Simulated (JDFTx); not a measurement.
System: Al(110) (Fm-3m bulk; lattice of mp-134, not re-optimised at this level), 1x1 cell of 8 atoms in 8 planes, area 11.54 Å² a face, 9.9 Å between the outermost planes in a cell 26.0 Å high; k mesh 8×6×1, Fermi width 0.01 Ha, no spin polarisation.

All numbers are PBE, GBRV ultrasoft potentials, plane waves to 20/100 Ha results from a modified build of JDFTx, not measurements. Liquid: linear PCM (GLSSA13), water, 0.5 M KCl. Between zero charge and -0.90 V from it the run gives σ = -13.3 μC/cm², a mean capacitance of 14.7 μF/cm². The liquid has ε = 78.4, a 1:1 salt at 0.5 M with linear (Debye) response, and T = 298 K.

Working it through: the Debye length, the diffuse-layer capacitance, and the inner capacitance that is left when the two stand in series.

Each ion has density c = 0.5 × 6.022×10⁻⁴ = 3.011e-04 Å⁻³. λ² = ε kT / (8π (e²/4πε₀) c) with kT = 0.02568 eV and e²/4πε₀ = 14.40 eV Å gives λ = 4.30 Å; the log prints 4.30 Å. C_diffuse = ε₀ε/λ = 161 μF/cm². Then 1/C_inner = 1/14.7 − 1/161, so C_inner = 16.2 μF/cm², which equals a vacuum gap of ε₀/C_inner = 0.55 Å. The diffuse layer takes 9 % of the potential drop; the rest lies between the electrode's charge and the onset of the dielectric, with the electrode's own (quantum) capacitance in it. The split is a model: in the calculation solvent and ions share one smooth cavity.
